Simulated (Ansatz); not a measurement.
# ¹¹⁵In NMR of the central transition in InSe under strain

Cell: a structure deposited in the COD, relaxed with PBE at fixed cell and then changed (z stretched by 3 %, ions relaxed).

```
In Se
1.0
     4.05000    0.00000    0.00000
    -2.02500    3.50740    0.00000
     0.00000    0.00000   17.43790
In Se
4 4
Direct
  0.33333 0.66667 0.16935
  0.66667 0.33333 0.66935
  0.33333 0.66667 0.33065
  0.66667 0.33333 0.83065
  0.33333 0.66667 0.59561
  0.66667 0.33333 0.09561
  0.33333 0.66667 0.90439
  0.66667 0.33333 0.40439
```

Sites (sets of like atoms) are named by element and the number of their first atom in this list.

Computed with Ansatz: DFT, PBE, plane waves and PAW, scalar-relativistic, 420 eV cutoff, Γ-centred 13×13×3 k-points, Fermi–Dirac smearing 0.05 eV.

¹¹⁵In has I = 9/2 and Q = 772.0 mb (Pyykkö 2018); at 7.05 T its Larmor frequency is ν₀ = 66.2 MHz (from the bare nuclear moment; shielding lowers the observed one by a per cent or two). Only the quadrupole interaction is simulated: positions count from each site's isotropic chemical shift, and shift anisotropy, dipolar and J coupling are left out.

Q: Give C_Q, η, the quadrupolar product P_Q = |C_Q|(1 + η²/3)^½, the second-order isotropic shift and the breadth of the pattern (static powder) for each In site.

A: 

```tsv
site	first shell	C_Q (MHz)	η	P_Q (MHz)	δ_QIS (ppm)	breadth (kHz)
In	3 Se at 2.67 Å; also 1 In at 2.81 Å	-200	0.00	200	-12647	4359
```

δ_QIS = −(ν_Q²/30ν₀²)[I(I+1) − 3/4](1 + η²/3) × 10⁶ ppm with ν_Q = 3|C_Q|/[2I(2I−1)]; it falls as 1/B₀² in ppm, and the breadth as 1/B₀ in kHz.

An axis of threefold or higher order runs through In, so V_zz lies along it and η is zero.

Without spin–orbit coupling (the program notes it for In) the gradients can shift somewhat, as the gap is small.
